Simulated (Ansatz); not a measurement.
Space group P-43m (No. 215). a = 5.516 Å, b = 5.516 Å, c = 5.516 Å, α = 90.00°, β = 90.00°, γ = 90.00°
| atom | site | symmetry | x | y | z |
| --- | --- | --- | --- | --- | --- |
| Zn | 4e | .3m | 0.7436 | 0.7436 | 0.7436 |
| Se | 1a | -43m | 0.0000 | 0.0000 | 0.0000 |
| S | 3c | -42.m | 0.5000 | 0.5000 | 0.0000 |

Equation of state of this Zn4SeS3 structure (not necessarily the ground state), with shape and atoms relaxed at each volume where symmetry leaves them free. Level of theory: Ansatz, DFT PBE, scalar-relativistic, plane waves, PAW.

Plane waves to 420 eV, a k mesh through Γ of 6×6×6 on the computed 8-atom cell and Gaussian smearing (0.02 eV); no spin polarisation.

```csv
V (Å³/atom),E − E(largest V) (meV/atom),P (GPa),gap on mesh (eV)
18.457,42.16,11.20,2.21
19.086,5.29,7.67,2.10
19.716,-18.81,4.68,1.97
20.345,-32.09,2.15,1.85
20.974,-36.20,0.00,1.73
21.603,-32.52,-1.82,1.61
22.232,-22.26,-3.37,1.50
23.071,0.00,-5.07,1.36
```

**Question.** Fit a third-order Birch–Murnaghan equation, E = E0 + (9V0B0/16)·[(x − 1)³B0' + (x − 1)²(6 − 4x)] with x = (V0/V)^(2/3), to E(V).

**Answer.** V0 = 20.97 Å³/atom, B0 = 66 GPa, B0' = 4.5.

The cell was found from a structure generator's guess, not taken from experiment.
